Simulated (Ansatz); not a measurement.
Tl3CrF6:
```
Tl3CrF6
1.0
    0.00000     4.47720     4.47720
    4.47720     0.00000     4.47720
    4.47720     4.47720     0.00000
Cr Tl F
1 3 6
Cartesian
  0.00000   0.00000   0.00000
  2.23860   2.23860   2.23860
  6.71581   6.71581   6.71581
  4.47720   4.47720   4.47720
  1.90364   4.47720   4.47720
  7.05077   4.47720   4.47720
  4.47720   1.90364   4.47720
  4.47720   7.05077   4.47720
  4.47720   4.47720   1.90364
  4.47720   4.47720   7.05077
```
The run is spin-polarised; directions of the spins, atom by atom: ↑ 0 0 0 0 0 0 0 0 0.

Relaxed with r²SCAN+D4.

Give the Bader charges and basin volumes of the independent atoms, r²SCAN+D4 (plane waves, PAW; program Ansatz).



| atom | Bader charge (e) | Bader volume (Å³) |
|---|---|---|
| Cr1 | +2.01 | 7.3 |
| Tl2 | +0.88 | 30.4 |
| Tl4 | +0.91 | 24.5 |
| F5 | -0.78 | 14.5 |

Space group Fm-3m. The first step of the workflow began from a Materials Project structure, measured or hypothetical; the Crystallography Open Database copy checked does not list it. Its standing as an ambient phase is unchecked. The r²SCAN+D4 relaxation kept the symmetry of its start; its stability against distortions is not shown here. The final state is ferromagnetic, chosen from 3 collinear starts compared on coarse meshes (ties went to the first, and starts can fall back to one state), not a proven ground state. Other orbital occupations within this spin state were not tried. No Hubbard U is applied. Scalar-relativistic: spin–orbit coupling is off unless named, which matters more the heavier the elements.

Potentials: the later of the program's two PAW sets.
